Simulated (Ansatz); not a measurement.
Relaxed-ion elastic tensor of SiC (wurtzite, P6_3mc) in GPa (Voigt order), plane-wave PAW LDA (Ansatz code); density 3.28 g/cm³, 10.14 Å³ per atom.

```
 521   115  59.4   0.0   0.0   0.0
 115   521  59.4   0.0   0.0   0.0
59.4  59.4   564   0.0   0.0   0.0
 0.0   0.0   0.0   155   0.0   0.0
 0.0   0.0   0.0   0.0   155   0.0
 0.0   0.0   0.0   0.0   0.0   203
```

**Question.** Is the crystal mechanically stable?

**Answer.** Yes: the smallest eigenvalue of C is 155 GPa.

**Question.** Work out the Voigt, Reuss and Hill averages.

**Answer.** K_V = 230, K_R = 230, K_H = 230; G_V = 194, G_R = 187, G_H = 191 GPa.

**Question.** Give Young's modulus, Poisson's ratio, Pugh's ratio and the universal anisotropy index.

**Answer.** E = 9KG/(3K + G) = 449 GPa; ν = 0.18; K/G = 1.21 (brittle by the Pugh limit of 1.75); A_U = 5G_V/G_R + K_V/K_R − 6 = 0.18.

**Question.** Estimate the sound speeds and the Debye temperature.

**Answer.** v_l = √((K + 4G/3)/ρ) = 12200 m/s, v_t = √(G/ρ) = 7620 m/s, mean 8400 m/s; Θ = (h/k)(3n/4πV)^(1/3) v_m = 1150 K.

**Question.** Solve the Christoffel equation for the three sound speeds along x, y, z.

**Answer.** Eigenvalues of C_ijkl n_j n_l equal ρv² (piezoelectric stiffening left out). In km/s, slowest first: x 6.87, 7.87, 12.61; y 6.87, 7.87, 12.61; z 6.87, 6.87, 13.10.

**Question.** How much does each axis shrink under pressure?

**Answer.** Linear compressibilities β_i = Σ_j S_ij (j = 1 to 3): x 1.4, y 1.4, z 1.5 per TPa.

The cell was relaxed with LDA under the symmetry of its start; phonons on a q-mesh show no instability.

Potentials: the later of the program's two PAW sets.
